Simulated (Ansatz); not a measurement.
Consider the following.

Starting cell, BaHI (space group P4/nmm):

```yaml
crystal:
  lattice:
    - [9.24241, 0.00000, 0.00000]
    - [4.62120, 4.62120, 0.00000]
    - [0.00000, 0.00000, 7.39323]
  atoms:
    - { symbol: Ba, position: [0.25000, 0.00000, 0.82632] }
    - { symbol: Ba, position: [0.75000, 0.00000, 0.82632] }
    - { symbol: Ba, position: [0.75000, 0.50000, 0.17368] }
    - { symbol: Ba, position: [0.25000, 0.50000, 0.17368] }
    - { symbol: H, position: [0.00000, 0.50000, 0.00000] }
    - { symbol: H, position: [0.50000, 0.50000, 0.00000] }
    - { symbol: H, position: [0.00000, 0.00000, 0.00000] }
    - { symbol: H, position: [0.50000, 0.00000, 0.00000] }
    - { symbol: I, position: [0.75000, 0.50000, 0.66062] }
    - { symbol: I, position: [0.25000, 0.50000, 0.66062] }
    - { symbol: I, position: [0.25000, 0.00000, 0.33938] }
    - { symbol: I, position: [0.75000, 0.00000, 0.33938] }
```

A phonon eigenvector at M = (0.5, 0.5, 0.0) is frozen into this cell: atom i moves by Q times the vector below, so Q is the largest atomic displacement, in Å. The cell is held. It is one choice among 2 degenerate patterns. (q is in reciprocal vectors of the primitive cell; the cell shown is doubled to hold the pattern.)

| atom | x | y | z |
|---|---|---|---|
| H5 | 0.362 | 0.932 | 0.000 |
| H6 | -0.362 | -0.932 | 0.000 |
| H7 | 0.932 | 0.362 | 0.000 |
| H8 | -0.932 | -0.362 | 0.000 |

Atoms not listed stay in place.

All values below come from LDA (plane waves to 420 eV, PAW, scalar-relativistic; Ansatz, an electronic-structure program). k mesh 7×7×5 (Γ-centred), Fermi-Dirac smearing 0.05 eV. The energy includes the smearing's −TS. BaHI was relaxed with its symmetry unable to fall. Spin-orbit coupling is left out, though I is heavy. The zero of ΔE is the undisplaced structure.

The scan covers Q from -0.100 to 0.100 Å in 13 points.

Task: Which space group does the distorted structure have?

Result: Pba2 (No. 32), lowered from P4/nmm.

Task: What is the energy change at Q = 0.100 Å?

Result: 39.6 meV/cell.

Task: What harmonic wavenumber does the curvature at Q = 0 give?

Result: 729 cm⁻¹.

(A displaced cell: forces are minus the slopes of the energy, force constants its curvatures, and phonons follow from these.)
